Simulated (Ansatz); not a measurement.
Ta2O5:
```cif
data_O10Ta4
_chemical_formula_sum 'Ta4 O10'
_space_group_name_H-M_alt 'P 1'
_space_group_IT_number 1
_cell_length_a 6.85604
_cell_length_b 6.85604
_cell_length_c 5.53209
_cell_angle_alpha 77.107
_cell_angle_beta 102.893
_cell_angle_gamma 138.434
loop_
_space_group_symop_operation_xyz
  'x, y, z'
loop_
_atom_site_label
_atom_site_type_symbol
_atom_site_fract_x
_atom_site_fract_y
_atom_site_fract_z
_atom_site_occupancy
Ta1 Ta 0.38665 0.10610 0.76606 1
Ta2 Ta 0.10610 0.38665 0.73394 1
Ta3 Ta 0.61335 0.89390 0.23394 1
Ta4 Ta 0.89390 0.61335 0.26606 1
O1 O 0.44456 0.66505 0.52483 1
O2 O 0.66505 0.44456 0.97517 1
O3 O 0.55544 0.33495 0.47517 1
O4 O 0.33495 0.55544 0.02483 1
O5 O 0.72447 0.13429 0.87243 1
O6 O 0.13429 0.72447 0.62757 1
O7 O 0.27553 0.86571 0.12757 1
O8 O 0.86571 0.27553 0.37243 1
O9 O 0.10312 0.10312 0.75000 1
O10 O 0.89688 0.89688 0.25000 1
```

Relaxed with r²SCAN.

Q: Tabulate the valence density and the electron localisation function along the shortest Ta–O contact (1.84 Å), r²SCAN in the plane-wave PAW code Ansatz.

A: 

| distance from Ta (Å) | density (e/Å³) | ELF |
|---|---|---|
| 0.18 | 3.89 | 0.12 |
| 0.28 | 4.50 | 0.34 |
| 0.37 | 4.76 | 0.56 |
| 0.46 | 4.52 | 0.69 |
| 0.55 | 3.85 | 0.72 |
| 0.64 | 2.98 | 0.67 |
| 0.74 | 2.15 | 0.53 |
| 0.83 | 1.55 | 0.36 |
| 0.92 | 1.26 | 0.29 |
| 1.01 | 1.26 | 0.37 |
| 1.10 | 1.50 | 0.57 |
| 1.19 | 1.97 | 0.74 |
| 1.29 | 2.74 | 0.79 |
| 1.38 | 3.82 | 0.77 |
| 1.47 | 5.13 | 0.69 |
| 1.56 | 6.50 | 0.56 |
| 1.65 | 7.67 | 0.40 |

The density is the valence pseudo-density with augmentation charge, so density and ELF within about 1 Å of a nucleus are not all-electron values.

Space group C2/c. The start of the workflow was typed in or built on a structure type; neither database checked (COD, Materials Project) lists it. COD files the formula under space group No. 49, so this cell is another polymorph or a model. Its standing as an ambient phase is unchecked. The r²SCAN relaxation kept the symmetry of its start; whether a distortion lowers the energy is not shown. No spin polarisation was allowed. Spin–orbit coupling is left out wherever it is not named.

Potentials: the earlier of the program's two PAW sets.
